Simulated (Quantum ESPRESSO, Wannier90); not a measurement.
# Tight-binding from DFT: GaN (wurtzite)

```
CELL_PARAMETERS angstrom
      3.18893     0.00000     0.00000
     -1.59446     2.76169     0.00000
      0.00000     0.00000     5.19236
ATOMIC_POSITIONS crystal
  Ga 0.66667 0.33333 0.49908
  Ga 0.33333 0.66667 0.99908
  N  0.66667 0.33333 0.87592
  N  0.33333 0.66667 0.37592
```

Cell from Materials Project (mp-804), symmetrised, no further relaxation. COD (Crystallography Open Database) has the formula in 2 space groups, this one among them (matched by group alone). Method: PBE plane waves in Quantum ESPRESSO 7.5 (PseudoDojo norm-conserving files, 68 Ry, no spin polarisation, no spin-orbit coupling), Bloch states on a 6×6×6 mesh through Γ, Wannier90 4.0.1. Density: 12×12×6 mesh, cold smearing 0.01 Ry.

The lattice is scaled uniformly with fixed fractional positions (axis ratios and free coordinates are held, so this isn't the response to pressure), and at each scale an atom-like model (Ga sp, N sp; disentangled, num_iter = 0) is made. Listed is the largest hopping of each kind of orbital pair shown, with the distance of the two functions' centres at scale 1; the mesh was not varied.

| scale | gap (eV) | modulus of t, Ga1 pz–N3 pz at 2.16 Å (eV) | modulus of t, Ga1 pz–N3 s at 2.15 Å (eV) | modulus of t, Ga1 s–N4 s at 1.94 Å (eV) |
|---|---|---|---|---|
| 0.980 | 2.354 | 3.592 | 3.177 | 1.907 |
| 0.990 | 2.146 | 3.516 | 3.047 | 1.839 |
| 1.000 | 1.940 | 3.444 | 2.924 | 1.775 |
| 1.010 | 1.737 | 3.372 | 2.799 | 1.710 |
| 1.020 | 1.536 | 3.302 | 2.676 | 1.646 |

Q: With |t| ∝ d^(−η), find η for each hopping from the ends of the series, and the volume deformation potential of the gap at scale 1.

A: 
- Ga1 pz–N3 pz at 2.16 Å: η = −ln(3.302/3.592)/ln(1.020/0.980) = 2.1
- Ga1 pz–N3 s at 2.15 Å: η = −ln(2.676/3.177)/ln(1.020/0.980) = 4.3
- Ga1 s–N4 s at 1.94 Å: η = −ln(1.646/1.907)/ln(1.020/0.980) = 3.7
Harrison's rules would take η = 2.0, 2.0, 2.0 for these pairs; they describe atomic orbitals, while these are orthogonalised and change shape with the volume.
Volume deformation potential of the gap: dE_g/d ln V = (1.737 − 2.146)/(3 ln(1.010/0.990)) = -6.8 eV.
